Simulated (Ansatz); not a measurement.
# Kick test of a cell of CrGaC₆N₆

The cell was found from a structure generator's guess, not taken from experiment.

Level of theory: DFT PBE, scalar-relativistic, plane waves, PAW (Ansatz). Settings: cutoff 420 eV, Γ-centred mesh 6×6×6 on the computed 14-atom cell, Gaussian smearing of 0.02 eV; collinear spin from starting moments 2.4 0.0 0.0 0.0 0.0 0.0 0.0 0.0 0.0 0.0 0.0 0.0 0.0 0.0 μB.

The cell below (14 atoms, space group Fm-3m (No. 225)) is relaxed within its symmetry.

```
CELL_PARAMETERS angstrom
0.00000 5.24078 5.24078
5.24078 0.00000 5.24078
5.24078 5.24078 0.00000
ATOMIC_POSITIONS crystal
Cr 0.00000 0.00000 0.00000
Ga 0.50000 0.50000 0.50000
C 0.80539 0.19461 0.19461
C 0.19461 0.80539 0.19461
C 0.19461 0.19461 0.80539
C 0.19461 0.80539 0.80539
C 0.80539 0.19461 0.80539
C 0.80539 0.80539 0.19461
N 0.69429 0.30571 0.30571
N 0.30571 0.69429 0.30571
N 0.30571 0.30571 0.69429
N 0.30571 0.69429 0.69429
N 0.69429 0.30571 0.69429
N 0.69429 0.69429 0.30571
```

For the test it was strained at random (σ = 1.5 % a component), the atoms were moved at random (σ = 0.05 Å), and all was relaxed again on a coarse 2×2×2 mesh (in the run’s order of axes) with 0.10 eV smearing, with no symmetry imposed.

The magnetic state reached may not be the lowest.

Question: What happens?

Answer: It returns, within 1 meV/atom of the unmoved cell on that mesh and with the same symmetry when read at 0.1 Å (C2/m at 0.01 Å, so small strains and shifts remain). So it is stable against the distortions that fit this cell and that this random move excites. Modes that don't fit the cell aren't tested.
